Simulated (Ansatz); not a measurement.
# TiPd3 under compression and expansion

```cif
data_structure
_symmetry_space_group_name_H-M 'P 1'
_symmetry_Int_Tables_number 1
_cell_length_a 3.8200
_cell_length_b 3.8200
_cell_length_c 3.8200
_cell_angle_alpha 90.000
_cell_angle_beta 90.000
_cell_angle_gamma 90.000
_cell_volume 55.74
loop_
_atom_site_label
_atom_site_type_symbol
_atom_site_fract_x
_atom_site_fract_y
_atom_site_fract_z
_atom_site_occupancy
Ti1 Ti 0.00000 0.00000 0.00000 1
Pd1 Pd 0.00000 0.50000 0.50000 1
Pd2 Pd 0.50000 0.00000 0.50000 1
Pd3 Pd 0.50000 0.50000 0.00000 1
```

The runs use the primitive cell with vectors (3.820, 0.000, 0.000), (0.000, 3.820, 0.000), (0.000, 0.000, 3.820) Å, to which the k mesh refers.

The cell is COD entry 1522883, as deposited and not checked against the literature; nothing was relaxed.

Spin polarisation is left out, and whether a magnetic state lies lower isn't shown here.

All numbers are computed: DFT, LDA, all-electron LAPW, scalar-relativistic (Ansatz 0.2.0); DFT, LDA, PAW with Ansatz's default frozen-core files, scalar-relativistic (Ansatz 0.2.0).

For LAPW: a Γ-centred 11×11×11 k mesh, Fermi–Dirac smearing of 0.05 eV, basis error target 1 meV/atom, no spin polarisation. PAW takes a cutoff of 420 eV at this cell (files made with PBE, cores remade for this functional). The Ansatz runs share mesh, smearing and spin set-up. Plane-wave (PAW) pressures include the program's estimate of the Pulay term.

The cell above is scaled evenly, with fractional coordinates and shape held.

| V/V(cell) | V (Å³/atom) | P, LAPW (GPa) | P, PAW (GPa) | free energy over the lowest listed, PAW (meV/atom) |
| --- | --- | --- | --- | --- |
| 0.9400 | 13.100 | 19.54 | 19.49 | 55.3 |
| 0.9600 | 13.378 | 13.12 | 13.09 | 27.1 |
| 0.9800 | 13.657 | 7.42 | 7.40 | 9.4 |
| 0.9900 | 13.796 | 4.81 | 4.79 | 4.1 |
| 1.0000 | 13.936 | 2.35 | 2.34 | 1.0 |
| 1.0100 | 14.075 | 0.03 | 0.02 | 0.0 |
| 1.0200 | 14.214 | -2.16 | -2.16 | 0.9 |
| 1.0400 | 14.493 | -6.16 | -6.16 | 8.3 |
| 1.0600 | 14.772 | -9.71 | -9.70 | 22.1 |

Question: What do Birch–Murnaghan fits to the pressures give?

Answer: LAPW: V0 = 14.08 Å³/atom, B0 = 227 GPa, B0′ = 5.0; PAW: V0 = 14.08 Å³/atom, B0 = 227 GPa, B0′ = 5.0.

PAW's V0 lies 0.00 % from the all-electron value and its B0 -0.2 %. Symmetry fixes shape and coordinates here, so this is the relaxed modulus.
